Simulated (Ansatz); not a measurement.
A relaxation computed with Ansatz, from input to last step.

```yaml
crystal:
  lattice:
    - [-3.825469, 3.825469, 2.542929]
    - [3.825469, -3.825469, 2.542929]
    - [3.825469, 3.825469, -2.542929]
  atoms:
    - { symbol: Ba, position: [0.0, 0.0, 0.0] }
    - { symbol: Fe, position: [0.25, 0.75, 0.5], spin: 0.69 }
    - { symbol: Fe, position: [0.75, 0.25, 0.5], spin: 0.69 }
    - { symbol: S, position: [0.613964, 0.806698, 0.420662] }
    - { symbol: S, position: [0.806698, 0.386036, 0.192734] }
    - { symbol: S, position: [0.193302, 0.613964, 0.807266] }
    - { symbol: S, position: [0.386036, 0.193302, 0.579338] }
basis:
  ecutwfc: 420
kpoints:
  mp_grid: { grid: [4, 4, 4] }
hamiltonian:
  xc: pbesol
scf:
  occupations: { method: gaussian, width: 0.1 }
  lower_state_search: "off"
output:
  forces: true
  stress: true
  eigenvalues: true
  populations: true
magnetization:
  spin_polarized: true
relax:
  adjacent_minimum: "off"
  f_tol: 0.04
  max_steps: 70
  cell: { stress_tol: 0.4 }
```

```bash
ansatz run input.yaml --threads 1 --pin off --max-ram 2560MiB --backend cpu --events-out ev --progress --plain --runs-dir out
```

Computed with DFT PBEsol, scalar-relativistic, plane waves, PAW in Ansatz 0.2.0.

Of 6 frames 6 are shown, positions in Å and forces in eV/Å; the SCF threshold varies from step to step. Steps run on the plane waves of an earlier cell, with a Pulay correction in the pressure. The basis is chosen afresh for the last frame, the zero of the energies, and at times for earlier ones too; energy and pressure step there, also at an unchanged geometry. The mark taken_back stands on steps that the optimiser undid.

```xyz
7
Lattice="-3.8255 3.8255 2.5429 3.8255 -3.8255 2.5429 3.8255 3.8255 -2.5429" Properties=species:S:1:pos:R:3:forces:R:3 pbc="T T T" step=1 free_energy_over_end_meV_per_atom=25.44 pressure_GPa=-4.37
Ba    0.0000    0.0000    0.0000    0.0000    0.0000    0.0000
Fe    3.8255    0.0000    1.2715    0.0000    0.0000    0.0000
Fe    0.0000    3.8255    1.2715    0.0000    0.0000    0.0000
S     2.3465    0.8719    2.5429    0.3343   -0.1743    0.0000
S    -0.8719    2.3465    2.5429    0.1743    0.3343    0.0000
S     4.6974    1.4789    0.0000   -0.1743   -0.3343    0.0000
S     1.4789    2.9535    0.0000   -0.3343    0.1743    0.0000
7
Lattice="-3.6756 3.6756 2.5037 3.6756 -3.6756 2.5037 3.6756 3.6756 -2.5037" Properties=species:S:1:pos:R:3:forces:R:3 pbc="T T T" step=2 free_energy_over_end_meV_per_atom=3.83 pressure_GPa=-1.24
Ba    0.0000    0.0000    0.0000    0.0000    0.0000    0.0000
Fe    3.6756    0.0000    1.2519    0.0000    0.0000    0.0000
Fe    0.0000    3.6756    1.2519    0.0000    0.0000    0.0000
S     2.2019    0.8673    2.5037    0.3291   -0.3312    0.0000
S    -0.8673    2.2019    2.5037    0.3312    0.3291    0.0000
S     4.5428    1.4736    0.0000   -0.3312   -0.3291    0.0000
S     1.4736    2.8083    0.0000   -0.3291    0.3312    0.0000
7
Lattice="-3.6701 3.6701 2.4948 3.6701 -3.6701 2.4948 3.6701 3.6701 -2.4948" Properties=species:S:1:pos:R:3:forces:R:3 pbc="T T T" step=3 free_energy_over_end_meV_per_atom=4.53 pressure_GPa=2.11 taken_back
Ba    0.0000    0.0000    0.0000    0.0000    0.0000    0.0000
Fe    3.6701    0.0000    1.2474    0.0000    0.0000    0.0000
Fe    0.0000    3.6701    1.2474    0.0000    0.0000    0.0000
S     2.2237    0.8203    2.4948   -0.5589    0.2684    0.0000
S    -0.8203    2.2237    2.4948   -0.2684   -0.5589    0.0000
S     4.4904    1.4463    0.0000    0.2684    0.5589    0.0000
S     1.4463    2.8497    0.0000    0.5589   -0.2684    0.0000
7
Lattice="-3.6747 3.6747 2.5005 3.6747 -3.6747 2.5005 3.6747 3.6747 -2.5005" Properties=species:S:1:pos:R:3:forces:R:3 pbc="T T T" step=4 free_energy_over_end_meV_per_atom=0.08 pressure_GPa=-0.12
Ba    0.0000    0.0000    0.0000    0.0000    0.0000    0.0000
Fe    3.6747    0.0000    1.2502    0.0000    0.0000    0.0000
Fe    0.0000    3.6747    1.2502    0.0000    0.0000    0.0000
S     2.2071    0.8419    2.5005    0.0271   -0.0850    0.0000
S    -0.8419    2.2071    2.5005    0.0850    0.0271    0.0000
S     4.5165    1.4675    0.0000   -0.0850   -0.0271    0.0000
S     1.4675    2.8328    0.0000   -0.0271    0.0850    0.0000
7
Lattice="-3.6770 3.6770 2.4967 3.6770 -3.6770 2.4967 3.6770 3.6770 -2.4967" Properties=species:S:1:pos:R:3:forces:R:3 pbc="T T T" step=5 free_energy_over_end_meV_per_atom=-0.23 pressure_GPa=-0.08
Ba    0.0000    0.0000    0.0000    0.0000    0.0000    0.0000
Fe    3.6770    0.0000    1.2483    0.0000    0.0000    0.0000
Fe    0.0000    3.6770    1.2483    0.0000    0.0000    0.0000
S     2.1976    0.8188    2.4967    0.0365    0.0071    0.0000
S    -0.8188    2.1976    2.4967   -0.0071    0.0365    0.0000
S     4.4957    1.4794    0.0000    0.0071   -0.0365    0.0000
S     1.4794    2.8582    0.0000   -0.0365   -0.0071    0.0000
7
Lattice="-3.6770 3.6770 2.4967 3.6770 -3.6770 2.4967 3.6770 3.6770 -2.4967" Properties=species:S:1:pos:R:3:forces:R:3 pbc="T T T" step=6 free_energy_over_end_meV_per_atom=0.00 pressure_GPa=-0.08
Ba    0.0000    0.0000    0.0000    0.0000    0.0000    0.0000
Fe    3.6770    0.0000    1.2483    0.0000    0.0000    0.0000
Fe    0.0000    3.6770    1.2483    0.0000    0.0000    0.0000
S     2.1976    0.8188    2.4967    0.0358    0.0076    0.0000
S    -0.8188    2.1976    2.4967   -0.0076    0.0358    0.0000
S     4.4957    1.4794    0.0000    0.0076   -0.0358    0.0000
S     1.4794    2.8582    0.0000   -0.0358   -0.0076    0.0000
```

The run took 2.4 min on 1 thread of Intel(R) Xeon(R) Platinum 8259CL CPU @ 2.50GHz (Skylake/Cascade Lake) (shared host), peak memory 0.58 GiB.

The k mesh is coarse. Spin-orbit coupling is left out, which matters for the bands of heavy elements. Moments started parallel, and an antiferromagnetic order may lie lower.